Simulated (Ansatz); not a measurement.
TiGe (rock salt) was relaxed and computed twice in Ansatz (plane waves, PAW), once with HSE06 and once with PBE.

```csv
,run 1,run 2
cell,"a = b = c = 5.159 Å, α = β = γ = 90.00°","a = b = c = 5.194 Å, α = β = γ = 90.00°"
B₀ by P(V) fit (GPa),120,109
```

### Question
Which run used which functional?

### Answer
Run 1 is HSE06, run 2 is PBE.

Constructed cells (a structure type filled with these elements, in neither database checked): TiGe, rock salt. All cells were relaxed under the symmetry of their starts (and spin orders); stability against distortions was not tested throughout. Rows with no word on spin ran without spin polarisation. Spin–orbit coupling is left out wherever it is not named.

Potentials: the later of the program's two PAW sets.

Ansatz (an electronic-structure program) is a plane-wave DFT program.
